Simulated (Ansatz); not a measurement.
Space group Imma (No. 74). a = 3.405 Å, b = 4.936 Å, c = 3.558 Å, α = 90.00°, β = 90.00°, γ = 90.00°
```
atom site symmetry x y z
   P    4e mm2  0.0000  0.2500  0.0371
```

Equation of state of this P structure (not necessarily the ground state), with shape and atoms relaxed at each volume where symmetry leaves them free. It has no gap at any of these volumes. All numbers below come from DFT PBEsol, scalar-relativistic, plane waves, PAW (Ansatz 0.2.0).

Settings: cutoff 420 eV, Γ-centred mesh 16×16×16 on the computed 2-atom cell, Gaussian smearing of 0.10 eV; no spin polarisation.

| V (Å³/atom) | E − E(largest V) (meV/atom) | P (GPa) |
| --- | --- | --- |
| 14.055 | -2.74 | 2.89 |
| 14.503 | -7.15 | 0.73 |
| 14.952 | -8.57 | 0.01 |
| 15.400 | -6.74 | -1.59 |
| 15.849 | 0.00 | -3.23 |

**Question.** Fit a third-order Birch–Murnaghan equation to E(V).

**Answer.** V0 = 14.94 Å³/atom, B0 = 45 GPa, B0' = -9.1. B0' is unusual or poorly fixed by this range.

This form isn't the element's structure at ambient conditions.

Cost: 5 runs of about 4 core-minutes in all, on Intel Xeon Platinum 8488C (Sapphire Rapids) (shared hosts).